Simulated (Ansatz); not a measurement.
Question: S (α-S8, space group No. 70) is relaxed with DFT-PBEsol in the program Ansatz with PAW potentials. What lattice parameters of the conventional cell result?

Answer: a = 10.615 Å, b = 12.963 Å, c = 24.300 Å.

Question: Give the free coordinates with the occupied sites.

Answer: In one choice of origin and axes:

| atom | site | symmetry | x | y | z |
|---|---|---|---|---|---|
| S | 32h | 1 | 0.0184 | 0.4222 | 0.0744 |
| S | 32h | 1 | 0.3351 | 0.1072 | 0.1277 |
| S | 32h | 1 | 0.0916 | 0.1552 | 0.2982 |
| S | 32h | 1 | 0.0884 | 0.0329 | 0.2443 |

Question: Is it a metal or does it have a gap at this level?

Answer: A gap of 2.00 eV, indirect.

Space group Fddd (α-S8). The PBEsol relaxation kept the symmetry of its start. A crystal of weakly bound molecules computed without a dispersion correction: the cell and the soft elastic constants depend strongly on that.

Potentials: the earlier of the program's two PAW sets. The files were generated under PBE; for other functionals the program regenerates the frozen cores, and for LDA and PBEsol the local potential too.
